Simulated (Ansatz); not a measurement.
# Zone-centre modes in Te2Mo

All numbers below come from DFT r2SCAN, scalar-relativistic, plane waves, PAW (Ansatz). Settings: plane waves to 500 eV, k-mesh 12×12×2 (Γ-centred), Gaussian smearing 0.05 eV. No spin polarisation.

The undisturbed cell (relaxed at this level):

```
CELL_PARAMETERS angstrom
3.56355 0.00000 0.00000
-1.78177 3.08612 0.00000
0.00000 0.00000 14.72622
ATOMIC_POSITIONS crystal
Te 0.33333 0.66667 0.62848
Te 0.66667 0.33333 0.12848
Te 0.33333 0.66667 0.87152
Te 0.66667 0.33333 0.37152
Mo 0.33333 0.66667 0.25000
Mo 0.66667 0.33333 0.75000
```

The cell holds layers and no dispersion correction was added, so their binding is poorly described.

Harmonic modes by finite displacements of 0.02 Å, without the LO–TO term.

(1) At this geometry, is the structure stable against these modes?

(2) List the wavenumbers in cm⁻¹.

## Answers

(1) Yes: no mode is imaginary beyond 10 cm⁻¹, and only the three translations lie near zero.

(2) 0, 0, 0, 17, 17, 24, 118, 118, 119, 119, 173, 175, 236, 236, 236, 236, 288, 291.

Cost: 1 run of about 13 core-minutes, on Intel Xeon Processor @ 2.50GHz (Skylake/Cascade Lake) (shared hosts).